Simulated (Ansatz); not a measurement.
Relaxed-ion elastic tensor of C in space group P6_3/mmc (No. 194; C on 4e, C on 4f) in GPa (Voigt order), PBEsol (plane waves, PAW; program Ansatz); density 3.55 g/cm³, 5.62 Å³ per atom.

|  | 1 | 2 | 3 | 4 | 5 | 6 |
|---|---|---|---|---|---|---|
| 1 | 1200 | 108 | 41.9 | 0.0 | 0.0 | 0.0 |
| 2 | 108 | 1200 | 41.9 | 0.0 | 0.0 | 0.0 |
| 3 | 41.9 | 41.9 | 1280 | 0.0 | 0.0 | 0.0 |
| 4 | 0.0 | 0.0 | 0.0 | 480 | 0.0 | 0.0 |
| 5 | 0.0 | 0.0 | 0.0 | 0.0 | 480 | 0.0 |
| 6 | 0.0 | 0.0 | 0.0 | 0.0 | 0.0 | 544 |

Question: Is the crystal mechanically stable?

Answer: Yes: the smallest eigenvalue of C is 480 GPa.

Question: Work out the Voigt, Reuss and Hill averages.

Answer: K_V = 450, K_R = 450, K_H = 450; G_V = 533, G_R = 528, G_H = 530 GPa.

Question: Give Young's modulus, Poisson's ratio, Pugh's ratio and the universal anisotropy index.

Answer: E = 9KG/(3K + G) = 1140 GPa; ν = 0.08; K/G = 0.85 (brittle by the Pugh limit of 1.75); A_U = 5G_V/G_R + K_V/K_R − 6 = 0.04.

Question: Estimate the sound speeds and the Debye temperature.

Answer: v_l = √((K + 4G/3)/ρ) = 18100 m/s, v_t = √(G/ρ) = 12200 m/s, mean 13300 m/s; Θ = (h/k)(3n/4πV)^(1/3) v_m = 2230 K.

Question: How much does each axis shrink under pressure?

Answer: Linear compressibilities β_i = Σ_j S_ij (j = 1 to 3): x 0.74, y 0.74, z 0.74 per TPa.

The workflow started from a Materials Project entry (that database holds measured and hypothetical structures alike). Its sites differ from those of the usual phase in this space group: another stacking or structure type. The PBEsol relaxation kept the symmetry of its start; its stability against distortions is not shown here.

Potentials: the earlier of the program's two PAW sets. The files were generated under PBE; for other functionals the program regenerates the frozen cores, and for LDA and PBEsol the local potential too.
